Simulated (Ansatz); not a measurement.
**What DFT gives for Ti₂O₃**

```
Ti O
1.0
     4.77726    0.00000    0.00000
    -2.38863    4.13723    0.00000
     0.00000   -2.75815    4.40445
Ti O
4 6
Direct
  0.34550 0.69100 0.03650
  0.15450 0.30900 0.46350
  0.65450 0.30900 0.96350
  0.84550 0.69100 0.53650
  0.56610 0.50000 0.75000
  0.25000 0.81610 0.75000
  0.93390 0.18390 0.75000
  0.43390 0.50000 0.25000
  0.75000 0.18390 0.25000
  0.06610 0.81610 0.25000
```

Level: PBEsol, no spin polarisation; 420 eV; 7×7×7 Γ-centred mesh; fermi-dirac occupations (width 0.0386 eV); Ansatz 0.2.0, fixed geometry.

**Question.** What happens at the Fermi level?

**Answer.** It is a metal, with about 4.1 states/eV a cell as the mean within 0.25 eV of the Fermi level, mostly Ti d (87 %).

**Question.** What is the formation energy?

**Answer.** -2.80 eV an atom against the elements' usual phases (free molecules for gases, crystals otherwise, with no correction for O₂ or N₂), so it is bound against them; other compounds may still compete. Relaxing would lower it.

**Question.** Give the Bader charges.

**Answer.** Bader charges in e: Ti +1.89, O -1.26. In the mean Ti gives up most and O takes most.

**Question.** Where is the largest force?

**Answer.** The largest is on O8 (and as large on other atoms): 0.11 eV/Å, components (-0.11, 0.00, 0.00). It makes 62° with the line to a nearest neighbour, Ti1 at 1.89 Å.

**Question.** Is the cell too large or too small?

**Answer.** The pressure is 51.3 GPa (compression positive), so with the atoms held at these fractions the cell would first expand. The principal stresses 49.4, 52.3, 52.3 GPa differ, so its shape would change too.

Origin: a known structure type with other elements, at an estimated volume, so it need not be a known compound. Caveats: many states at the Fermi level without spin polarisation, so a magnetic state may lie lower; correlation that this level lacks may open a gap in such a compound; atoms or cell far from equilibrium.
